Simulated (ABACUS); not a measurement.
A relaxation of the atoms of BN (P1, 4 atoms in the cell; from Materials Project mp-7991, changed as shown) with ABACUS.

Computed with LDA (PW92), numerical atomic orbitals TZP (confined pseudo-atomic orbitals with Gaussian additions; energy shift 0.01 Ry), PseudoDojo 0.4 standard norm-conserving LDA (tails mended) pseudopotentials (ABACUS).

The change in words: atoms moved at random; calculation: scf → relax; relax_method: default → cg; relax_nmax: default → 40; force_thr_ev: default → 0.03 eV/Å. Reference geometry (P6_3/mmc):
```
BN
1.0
    2.50164     0.00000     0.00000
   -1.25082     2.16648     0.00000
    0.00000     0.00000     7.36932
B N
2 2
Direct
  0.66667   0.33333   0.75000
  0.33333   0.66667   0.25000
  0.00000   0.00000   0.75000
  0.00000   0.00000   0.25000
```

Reference input (self-consistent single point, DFT, LDA (PW92), numerical atomic orbitals TZP (confined pseudo-atomic orbitals with Gaussian additions; energy shift 0.01 Ry), PseudoDojo 0.4 standard norm-conserving LDA (tails mended) pseudopotentials): basis = TZP numerical atomic orbitals, energy shift 0.01 Ry; KPT = Gamma 12 12 4 0 0 0; basis_type = lcao; dft_functional = PWLDA; ecutwfc = 100 Ry; smearing_method = fixed; potentials = PseudoDojo 0.4 standard norm-conserving LDA (tails mended); symmetry = 1; ks_solver = genelpa; scf_nmax = 100; scf_thr = 1.0e-06; mixing_type = pulay. This run's input differs from it in these lines:

```diff
@@ -3,3 +3,3 @@
 suffix               BN
-calculation          scf
+calculation          relax
 basis_type           lcao
@@ -15,2 +15,6 @@
 mixing_type          pulay
+relax_method         cg
+relax_nmax           40
+force_thr_ev         0.03
+out_stru             1
 cal_force            1
@@ -42,4 +46,4 @@
 2
-   2.3637095949    1.3646857731   10.4444973935
-  -0.0000023637    2.7293756403    3.4814991312
+   2.3761663320    1.2495034493   10.5865843361 1 1 1
+  -0.0895514122    2.6883736152    3.3846438254 1 1 1
 
@@ -48,4 +52,4 @@
 2
-   0.0000000000    0.0000000000   10.4444973935
-   0.0000000000    0.0000000000    3.4814991312
+   0.1042536711    0.1306988166   10.5187925850 1 1 1
+  -0.0271566324    0.0254855323    3.3619583770 1 1 1
 # file: KPT
```

Output (repeated stretches shortened):

```
 STEP OF RELAXATION : 1
 -------------------------------------------

                  longest orb rcut (Bohr) = 6.4
   longest nonlocal projector rcut (Bohr) = 1.38
                     search radius (Bohr) = 15.6

                          real space grid = [ 32, 32, 90 ]
                                 init_chg = atomic

 LCAO ALGORITHM --------------- ION=   1  ELEC=   1--------------------------------

 Density error is 0.234128535833
 E_KohnSham     -53.3521081005       -725.8926704784
 E_Fermi        0.0507596390         0.6906203193

 LCAO ALGORITHM --------------- ION=   1  ELEC=   2--------------------------------

   [... lines left out ...]
 E_Fermi        0.3702600391         5.0376462731

   [... 7 blocks of this kind left out ...]

 LCAO ALGORITHM --------------- ION=   1  ELEC=  10--------------------------------

 Density error is 1.12712516073e-06
 E_KohnSham     -53.6040961870       -729.3211442833
 E_Fermi        0.2701128752         3.6750742064

 LCAO ALGORITHM --------------- ION=   1  ELEC=  11--------------------------------

 Density error is 4.22820112438e-07
 E_KohnSham     -53.6040961870       -729.3211442833
 E_KS(sigma->0) -53.6040961870       -729.3211442833
 E_entropy(-TS) 0.0000000000         0.0000000000
 E_Fermi        0.2701124056         3.6750678172
 charge density convergence is achieved
 final etot is -729.32114428 eV
 EFERMI = 3.6750678172 eV

 STATE ENERGY(eV) AND OCCUPATIONS    NSPIN == 1
   [... 15 lines left out ...]

 TOTAL-FORCE (eV/Angstrom)
                        B1         3.0887337576         4.7628731987        -0.4346547639
                        B2         1.2940784815         1.5645536298        -0.1385499855
                        N1        -3.0829983000        -4.7608597138         0.4213087714
                        N2        -1.2998139391        -1.5665671147         0.1518959779

 TOTAL-STRESS (KBAR)
       100.7525742698        22.2541989400         4.9033683109
        22.2541989400        -1.0998031200         7.4009297641
         4.9033683109         7.4009297641       -13.9331417002
 TOTAL-PRESSURE: 28.573210 KBAR

   [... lines left out ...]
 E_Fermi        0.2767632964         3.7655578279
 E_Fermi        0.2767615549         3.7655341336
 E_Fermi        0.2767587131         3.7654954688
 E_Fermi        0.2767591169         3.7655009638
 final etot is -729.77767933614 eV
 EFERMI = 3.76550096377 eV
   [... lines left out ...]
        -0.0363769252        -5.2750686749         0.0037000798
        -0.0931173747         0.0037000798       -12.6279608890
 TOTAL-PRESSURE: -7.828112 KBAR

 Largest gradient in force is 0.010429 eV/A.
 Threshold is 0.030000 eV/A.

 Relaxation is converged!

 --------------------------------------------
 !FINAL_ETOT_IS -729.7776793361402952 eV
 --------------------------------------------
```

The run converged. 

Summary of the result:
- Free energy E − TS: -729.7777 eV
- Top of the valence band (on the code's own zero): 3.77 eV
- Gap on the k-point mesh: 3.62 eV
- Pressure: -0.78 GPa
- Largest force (vector length): 0.011 eV/Å
- Relaxation steps: 12

The atom-centred basis is finite, which shifts total energies, pressures, gaps and forces against plane waves. The structure comes from a collection of computed structures, made at another level of theory; the collection holds predicted forms beside known ones.

Cost on one core: very roughly 110 core-seconds.

The atomic orbitals were generated for these runs; they are not ABACUS's published sets and were checked against plane waves on a few crystals only.

“Tails mended”: in these copies of the files the far tail of each local potential was reset to the Coulomb form.
